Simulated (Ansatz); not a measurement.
Se (trigonal Se type), relaxed with r²SCAN (Ansatz, a quantum-chemistry and plane-wave program, plane waves, PAW): a = 4.506 Å, b = 4.506 Å, c = 4.991 Å, α = 90.00°, β = 90.00°, γ = 120.00°.

```
Item      Result
--------  ------
gap (eV)    1.33
```

**Question.** The same phase is relaxed and computed with r²SCAN+D4 in the same code. What are the cell and these values now?

**Answer.** a = 4.359 Å, b = 4.359 Å, c = 5.015 Å, α = 90.00°, β = 90.00°, γ = 120.00°.

- gap (eV): 1.16

Weakly bound layers, chains or molecules computed without a dispersion correction, so cells and soft constants are ill determined: Se, trigonal Se type with r²SCAN. All cells were relaxed under the symmetry of their starts (and spin orders); stability against distortions was not tested throughout. Spin–orbit coupling is left out wherever it is not named.

Potentials: the later of the program's two PAW sets.

Ansatz is a plane-wave DFT program.
